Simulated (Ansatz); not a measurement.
**Computed properties of Al₃Pd₂**

Al3Pd2:
```
CELL_PARAMETERS angstrom
      4.21844     0.00000     0.00000
     -2.10922     3.65327     0.00000
      0.00000     0.00000     5.15813
ATOMIC_POSITIONS crystal
  Al 0.00000 0.00000 0.00000
  Al 0.33333 0.66667 0.64580
  Al 0.66667 0.33333 0.35420
  Pd 0.33333 0.66667 0.15679
  Pd 0.66667 0.33333 0.84321
```

Space group P-3m1 (No. 164), La2O3 or Ni2Al3 type; conventional cell a = 4.218 Å, b = 4.218 Å, c = 5.158 Å, α = 90.00°, β = 90.00°, γ = 120.00°.

Method: the program Ansatz at the r²SCAN level (PAW). Geometry: relaxed at this level of theory. Other levels are named where they apply.

### Cell and energy

```
Quantity                                                       Value
-----------------------------------------------------  -------------
Volume per atom                                             15.90 Å³
Density                                                   6.14 g/cm³
Formation energy from the elements (no fitted shifts)  -0.81 eV/atom
```

### Electronic structure

```
Quantity                                                                    Result
------------------------------------  --------------------------------------------
Electronic character                                             metallic (no gap)
Density of states at the Fermi level  0.22 states/eV per atom (mean over ±0.08 eV)
Gap with spin–orbit coupling                                       none (metallic)
```

### Mechanics

```
Item                                  Value
----------------------------------  -------
Bulk modulus (Birch–Murnaghan fit)  141 GPa
Pressure derivative B′                  4.5
```

### Phonons

```
Quantity                                       Result
-----------------------------  ----------------------
Highest zone-centre frequency                340 cm⁻¹
Zone-centre stability          no imaginary mode at Γ
```

### Charges

```
Quantity                              Result
-------------  -----------------------------
Bader charges  Al +1.73 to +1.80, Pd -2.64 e
```

The workflow started from a Materials Project entry (that database holds measured and hypothetical structures alike); the Crystallography Open Database copy checked does not list it. Whether it is the stable phase at ambient conditions was not checked. The r²SCAN relaxation kept the symmetry of its start. No spin polarisation was allowed. As this level gives no gap, phonon frequencies hold no LO–TO term and depend on the k-mesh and smearing (Fermi–Dirac, 0.1 eV here). Axis ratios of metals converge slowly with the k-mesh, so a and c are less sure than the volume. The references are the lowest solids computed at this level, not always the standard phases. Scalar-relativistic: spin–orbit coupling is off unless named, which matters more the heavier the elements.

Potentials: the later of the program's two PAW sets.
